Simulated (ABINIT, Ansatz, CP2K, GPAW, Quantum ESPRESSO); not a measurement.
Sn3Te: programs and potentials compared

```xyz
4
Lattice="4.8656 0.0000 0.0000 0.0000 4.8656 0.0000 0.0000 0.0000 4.8656" Properties=species:S:1:pos:R:3 pbc="T T T"
Te    0.0000    0.0000    0.0000
Sn    0.0000    2.4328    2.4328
Sn    2.4328    0.0000    2.4328
Sn    2.4328    2.4328    0.0000
```

The cell comes from a database or a generator and needn't be the stable form of this composition.

Alike in all runs: task single point; functional PBEsol; k mesh 6 × 6 × 6; occupations fermi-dirac, width 0.05 eV; no spin polarisation; no spin-orbit coupling. A missing gap at this level doesn't show that the real crystal is a metal. Pressure is positive in compression and, in plane waves, holds the error of the finite cutoff.

```tsv
program and potentials	plane-wave cutoff (eV)	notes	band gap (eV)	pressure (GPa)
ABINIT, PseudoDojo NC SR PBEsol v0.4.1 standard	1088	14.5 valence electrons an atom on average	no gap	-2.29
GPAW, PAW data sets generated for this functional	600	12 valence electrons an atom on average	?	?
CP2K, POTENTIAL_UZH Te GTH-PBE-q6, Sn GTH-PBE-q4; TZVP-MOLOPT-PBE-GTH basis	-	atomic basis; potentials made for PBE; 4.5 valence electrons an atom on average	no gap	0.33
Ansatz, all-electron LAPW, scalar-relativistic	-	-	no gap	-2.35
Quantum ESPRESSO, GBRV 1.5 PBEsol	925	12 valence electrons an atom on average	no gap	-2.62
```

**Question.** Estimate from the other rows what the run with GPAW, PAW data sets generated for this functional gave.

**Answer.** No band gap; pressure -2.60 GPa. The other rows, which needn't bracket it: pressure -2.62 to 0.33.
